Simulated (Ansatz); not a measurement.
Is this CdHg5Se6 structure a true minimum?

It was reached by relaxing an invented guess, and it needn't be the stable form of this composition.

Method: DFT PBE, scalar-relativistic, plane waves, PAW (Ansatz 0.2.0). Cutoff 420 eV; k points 12×12×2 on the computed 12-atom cell (Γ-centred); Gaussian smearing, width 0.10 eV; no spin polarisation.

The cell below (12 atoms, space group P3m1 (No. 156)) is relaxed within its symmetry.

```
CELL_PARAMETERS angstrom
4.41946 0.00000 0.00000
-2.20973 3.82737 0.00000
0.00000 0.00000 21.67289
ATOMIC_POSITIONS crystal
Cd 0.33333 0.66667 0.49947
Hg 0.66667 0.33333 0.99988
Hg 0.66667 0.33333 0.33451
Hg 0.66667 0.33333 0.66556
Hg 0.33333 0.66667 0.16711
Hg 0.33333 0.66667 0.83261
Se 0.66667 0.33333 0.12533
Se 0.66667 0.33333 0.45995
Se 0.66667 0.33333 0.79095
Se 0.33333 0.66667 0.29254
Se 0.33333 0.66667 0.62400
Se 0.33333 0.66667 0.95810
```

For the test it was strained at random (σ = 1.5 % a component), the atoms were moved at random (σ = 0.10 Å), and all was relaxed again on a coarse 6×6×1 mesh (in the run’s order of axes) with 0.20 eV smearing, with no symmetry imposed.

Spin–orbit coupling, which can matter for Hg, is left out.

Task: Is the structure stable against such a distortion?

Result: It returns, within 1 meV/atom of the unmoved cell on that mesh and with the same symmetry when read at 0.1 Å (P1 at 0.01 Å, so small strains and shifts remain). No instability shows in this cell; modes of other wave vectors, which need another repeat, aren't tested.
